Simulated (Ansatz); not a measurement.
Relaxed-ion elastic tensor of BN in space group P6_222 (No. 180; B on 3d, N on 3c) in GPa (Voigt order), LDA in the plane-wave PAW code Ansatz; density 3.73 g/cm³, 5.52 Å³ per atom.

|  | 1 | 2 | 3 | 4 | 5 | 6 |
|---|---|---|---|---|---|---|
| 1 | 920 | 166 | 114 | 0.0 | 0.0 | 0.0 |
| 2 | 166 | 920 | 114 | 0.0 | 0.0 | 0.0 |
| 3 | 114 | 114 | 1040 | 0.0 | 0.0 | 0.0 |
| 4 | 0.0 | 0.0 | 0.0 | 360 | 0.0 | 0.0 |
| 5 | 0.0 | 0.0 | 0.0 | 0.0 | 360 | 0.0 |
| 6 | 0.0 | 0.0 | 0.0 | 0.0 | 0.0 | 377 |

Problem. Is the crystal mechanically stable?

Solution. Yes: the smallest eigenvalue of C is 360 GPa.

Problem. Work out the Voigt, Reuss and Hill averages.

Solution. K_V = 407, K_R = 407, K_H = 407; G_V = 385, G_R = 382, G_H = 383 GPa.

Problem. Give Young's modulus, Poisson's ratio, Pugh's ratio and the universal anisotropy index.

Solution. E = 9KG/(3K + G) = 875 GPa; ν = 0.14; K/G = 1.06 (brittle by the Pugh limit of 1.75); A_U = 5G_V/G_R + K_V/K_R − 6 = 0.04.

Problem. Estimate the sound speeds and the Debye temperature.

Solution. v_l = √((K + 4G/3)/ρ) = 15700 m/s, v_t = √(G/ρ) = 10100 m/s, mean 11100 m/s; Θ = (h/k)(3n/4πV)^(1/3) v_m = 1870 K.

Problem. How much does each axis shrink under pressure?

Solution. Linear compressibilities β_i = Σ_j S_ij (j = 1 to 3): x 0.84, y 0.84, z 0.78 per TPa.

The start of the workflow was typed in or built on a structure type; neither database checked (COD, Materials Project) lists it. It is not the phase usual at ambient conditions (space group No. 186, 194, 216). Symmetry was held in the LDA relaxation; phonons on a q-mesh show no instability. A crystal of weakly bound chains computed without a dispersion correction: the cell and the soft elastic constants depend strongly on that.

Potentials: the later of the program's two PAW sets.
